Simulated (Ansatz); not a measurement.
Pb (fcc, Cu type)

```xyz
4
Lattice="4.9913 0.0000 0.0000 0.0000 4.9913 0.0000 0.0000 0.0000 4.9913" Properties=species:S:1:pos:R:3 pbc="T T T"
Pb     0.0000     0.0000     0.0000
Pb     2.4956     2.4956     0.0000
Pb     2.4956     0.0000     2.4956
Pb     0.0000     2.4956     2.4956
```

In each cell atom 2 (Pb, nearest neighbour Pb at 3.529 Å; its periodic images, 5.0 Å or more away, move with it) moves by s·(0.577, 0.577, 0.577) (along Cartesian [111]), the rest being held.

Level of theory: r2SCAN (plane waves to 500 eV, PAW, scalar-relativistic; Ansatz, a first-principles code). k mesh 8×8×8 (Γ-centred), Fermi-Dirac smearing 0.05 eV. Energies are smeared free energies. With partly filled bands, energies and forces of such displacements shift with the k mesh and the smearing. On this mesh the relaxed cell isn't quite at rest: it carries a pressure of 0.2 GPa (compression positive) at the zero of the scan. Pb was relaxed with its symmetry unable to fall. Spin-orbit coupling is left out, though Pb is heavy. The PAW data are Ansatz's earlier set. The zero of ΔE is the undisplaced structure. The last digit holds for this mesh only.

```csv
s (Å),ΔE (meV/cell)
-1.060,1538.7
-0.848,741.4
-0.636,withheld
-0.424,84.6
-0.212,12.3
0.000,0.0
0.212,12.3
0.424,84.6
0.636,withheld
0.848,741.4
1.060,1538.7
```

Problem. Fit an even polynomial form (powers 2, 4, 6) to the given rows and predict ΔE at s = 0.636.

Solution. Least squares on the 9 given rows: ΔE = (251.3)·s² + (1243)·s⁴ + (-220.7)·s⁶, in meV/cell with s in Å; root-mean-square residual 0.75 meV/cell. At 0.636 the fit gives 290.4 meV/cell; the calculation gives 296.5 meV/cell, so the interpolation is off by -6.1 (-2.1 %). The quadratic term alone would give 101.6 meV/cell.

(For displaced atoms, the force is minus the slope of the energy, and its curvature is a force constant, which sets phonon frequencies.)
